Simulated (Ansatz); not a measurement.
CeN (rock salt, Fm-3m), a = b = c = 4.989 Å, α = β = γ = 90.00°; the cell used has 2 atoms.

Relaxed with PBEsol.

Question: Which orbitals make up the states near the Fermi level in PBEsol (plane waves, PAW; program Ansatz)?

Answer: Within 0.5 eV of the Fermi level: Ce 4f 87 %, Ce 5d 12 %. Projections are on Löwdin-orthogonalised atomic valence shells; empty p or d shells of many metals are not among them.

Question: Tabulate the density of states.

Answer: States/eV per cell of 2 atoms, in 0.25 eV bins, energy from the Fermi level.

```csv
E (eV),total,Ce 4f,N 2p,Ce 5d
-7.85,0.00,0.00,0.00,0.00
-7.60,0.00,0.00,0.00,0.00
-7.35,0.00,0.00,0.00,0.00
-7.10,0.00,0.00,0.00,0.00
-6.85,0.00,0.00,0.00,0.00
-6.60,0.00,0.00,0.00,0.00
-6.35,0.00,0.00,0.00,0.00
-6.10,0.00,0.00,0.00,0.00
-5.85,0.00,0.00,0.00,0.00
-5.60,0.00,0.00,0.00,0.00
-5.35,0.00,0.00,0.00,0.00
-5.10,0.00,0.00,0.00,0.00
-4.85,0.00,0.00,0.00,0.00
-4.60,0.06,0.00,0.03,0.02
-4.35,0.31,0.00,0.15,0.11
-4.10,0.71,0.01,0.36,0.23
-3.85,1.39,0.05,0.76,0.40
-3.60,2.14,0.09,1.26,0.59
-3.35,2.80,0.12,1.72,0.79
-3.10,2.27,0.12,1.42,0.60
-2.85,2.08,0.14,1.31,0.50
-2.60,2.08,0.18,1.31,0.45
-2.35,2.33,0.26,1.47,0.44
-2.10,3.10,0.44,1.93,0.53
-1.85,2.47,0.26,1.52,0.49
-1.60,1.18,0.09,0.77,0.21
-1.35,0.64,0.02,0.44,0.11
-1.10,0.56,0.04,0.31,0.17
-0.85,0.45,0.09,0.12,0.23
-0.60,0.55,0.19,0.03,0.33
-0.35,0.94,0.46,0.03,0.44
-0.10,2.24,1.58,0.03,0.62
0.15,2.69,2.18,0.02,0.46
0.40,9.57,9.21,0.00,0.30
0.65,15.88,15.55,0.05,0.25
0.90,17.60,16.95,0.18,0.42
1.15,3.92,3.36,0.22,0.33
1.40,1.51,1.15,0.18,0.16
1.65,0.90,0.61,0.18,0.10
1.90,1.09,0.61,0.24,0.22
```

The first step of the workflow began from a Materials Project structure, measured or hypothetical; the Crystallography Open Database files this formula in space group No. 225, but the cells were not matched. Whether it is the stable phase at ambient conditions was not checked. The PBEsol relaxation kept the symmetry of its start; its stability against distortions is not shown here. The workflow began spin-polarised and lost its moments. The 4f shell is in the valence. No Hubbard U is applied. Spin–orbit coupling is left out wherever it is not named.

Potentials: the later of the program's two PAW sets.
